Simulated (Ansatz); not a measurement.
Task: SiNi in space group Pnma (No. 62; Si on 4c, Ni on 4c) is relaxed with PBE in the plane-wave PAW code Ansatz. What lattice parameters of the conventional cell result?

Result: a = 5.139 Å, b = 3.397 Å, c = 5.598 Å.

Task: Give the free coordinates with the occupied sites.

Result: In one choice of origin and axes:

| atom | site | symmetry | x | y | z |
|---|---|---|---|---|---|
| Si | 4c | .m. | 0.1791 | 0.2500 | 0.4142 |
| Ni | 4c | .m. | 0.0084 | 0.2500 | 0.8114 |

Task: Is it a metal or does it have a gap at this level?

Result: No gap at this level.

The cell keeps a stress of up to 0.3 GPa. The cell was relaxed with PBE under the symmetry of its start. The run is not spin-polarised.

Potentials: the earlier of the program's two PAW sets.
